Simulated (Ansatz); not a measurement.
Ansatz run, B$_{4}$SbN$_{3}$

The input, for Ansatz 0.2.0 (plane waves, PAW):

```yaml
crystal:
  lattice:
    - [2.971822, 0.0, 0.0]
    - [0.0, 7.988018, 0.0]
    - [0.0, 0.0, 2.951877]
  atoms:
    - { symbol: "N", position: [0.0, 0.312, 0.0] }
    - { symbol: "N", position: [0.0, 0.688, 0.0] }
    - { symbol: Sb, position: [0.5, 0.5, 0.5] }
    - { symbol: B, position: [0.5, 0.212, 0.5] }
    - { symbol: B, position: [0.5, 0.788, 0.5] }
    - { symbol: B, position: [0.0, 0.106, 0.5] }
    - { symbol: B, position: [0.0, 0.894, 0.5] }
    - { symbol: "N", position: [0.5, 0.0, 0.0] }
  symmetry: { tolerance: 0.0003 }
kpoints:
  mp_grid: { grid: [10, 4, 10], shift: [0, 0, 0] }
  band_path:
    path:
      - [0.0, 0.0, 0.0]
      - [0.0, 0.0, 0.5]
      - [0.5, 0.0, 0.5]
      - [0.5, 0.0, 0.0]
      - [0.0, 0.0, 0.0]
      - [0.0, 0.5, 0.0]
      - [0.0, 0.5, 0.5]
      - [0.5, 0.5, 0.5]
      - [0.5, 0.5, 0.0]
      - [0.0, 0.5, 0.0]
      - [0.0, 0.0, 0.5]
    npoints: 6
magnetization:
  spin_polarized: false
scf:
  occupations: { method: fermi_dirac, width: 0.1497 }
  lower_state_search: "off"
  max_iter: 200
hamiltonian:
  pseudopotentials: { kind: paw }
  xc: pbe
basis:
  ecutwfc: 420
  fft_grid_basis: typed
output:
  forces: true
  stress: true
  eigenvalues: true
  bader: true
  populations: true
  elf: true
  write_potential: true
  volumetric_format: npy
  dos:
    e_range: [-12, 8]
    de: 0.05
    projected: { site_lists: { B: [B], "N": ["N"], Sb: [Sb] } }
checkpoint:
  read: saved_state
```

The saved state is an earlier solution for the same cell, perhaps on another mesh. 

Output (shortened):

```
SCF iter   1: F=—  Δρ=3.30e-3  dr2=2.41e-2
SCF iter   2: F=—  Δρ=1.70e-3  dr2=8.42e-3
SCF iter   3: F=—  Δρ=2.47e-4  dr2=1.61e-4
SCF iter   4: F=—  Δρ=5.11e-5  dr2=2.07e-6
SCF iter   5: F=—  Δρ=1.48e-5  dr2=1.75e-7
SCF iter   6: F=-8244.4664 eV  Δρ=3.94e-6  dr2=1.03e-8
Free energy (F): -8244.4664 eV
Harris-Foulkes:  -8244.4664 eV  (|F-HF|=3.10e-9)
Internal energy: -8244.2399 eV  (E = F + TS)
E sigma→0 (E₀):  -8244.3531 eV
Entropy (-TS):   -0.2265 eV (-28.312 meV/atom)
Fermi energy:    11.7157 eV
--- Per-component energies (eV) ---
  E_band       = -26.9686
  E_kinetic    = 762.2226
  E_local      = -2082.8128  (includes V_loc(G=0)·N_el)
  E_nonlocal   = 555.8952
  E_hartree    = 882.6012
  E_xc         = -441.2393
  E_vxc        = -470.2531  (∫ρ·V_xc dr)
  E_paw        = -5266.8523  (= ΣΔE_a)
  E_vpaw       = -557.2200  (= ΣTr[D̂ρ^β])
  E_aug_tail   = 0.0002  (compensation charges beyond the density's cutoff)
  E_ewald      = -2654.0547
  E_smearing   = -0.2265  (= −TS)
--- Forces (eV/Å), atoms counted from 1 ---
  atom   1  N      0.0000    -0.8765     0.0000
  atom   2  N      0.0000     0.8765     0.0000
  atom   3  Sb     0.0000     0.0000     0.0000
  atom   4  B      0.0000    -1.1336     0.0000
  atom   5  B      0.0000     1.1336     0.0000
  atom   6  B      0.0000     0.9829     0.0000
  atom   7  B      0.0000    -0.9829     0.0000
  atom   8  N      0.0000     0.0000     0.0000
--- Stress (GPa, compression-positive) ---
        6.7521       0.0000       0.0000
        0.0000      12.2449       0.0000
        0.0000       0.0000       4.7567
  P = ⅓ Tr σ = 7.9179 GPa (79.179 kbar)
--- Löwdin populations: 8 sites ---
  site symbol       q [e]
     0      N      5.4504
     1      N      5.4504
     2     Sb     13.9170
     3      B      2.9832
     4      B      2.9832
     5      B      2.9253
     6      B      2.9253
     7      N      5.1298
  spilling = 0.0056 (of n_electrons = 42.0000)
```

Origin: a known structure type with other elements, at an estimated volume, so it need not be a known compound. Caveats: many states at the Fermi level without spin polarisation, so a magnetic state may lie lower.
